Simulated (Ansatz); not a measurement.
NbAs (P-6m2), relaxed with r²SCAN (Ansatz, a program for electronic structure, plane waves, PAW): a = 3.4278 Å, b = 3.4278 Å, c = 3.4592 Å, α = 90.00°, β = 90.00°, γ = 120.00°.

| Item | Value |
|---|---|
| B₀ by P(V) fit (GPa) | 163 |

### Question
The same phase is relaxed and computed with HSE06 in the same code. What are the cell and these values now?

### Answer
a = 3.404 Å, b = 3.404 Å, c = 3.441 Å, α = 90.00°, β = 90.00°, γ = 120.00°.

B₀ by P(V) fit (GPa): 173

Constructed cells (a structure type filled with these elements, in neither database checked): NbAs, P-6m2 (Nb on 1a, As on 1f). All cells were relaxed under the symmetry of their starts (and spin orders); stability against distortions was not tested throughout. Rows with no word on spin ran without spin polarisation. Spin–orbit coupling is left out wherever it is not named.

Potentials: the later of the program's two PAW sets.

Ansatz is a plane-wave DFT program.
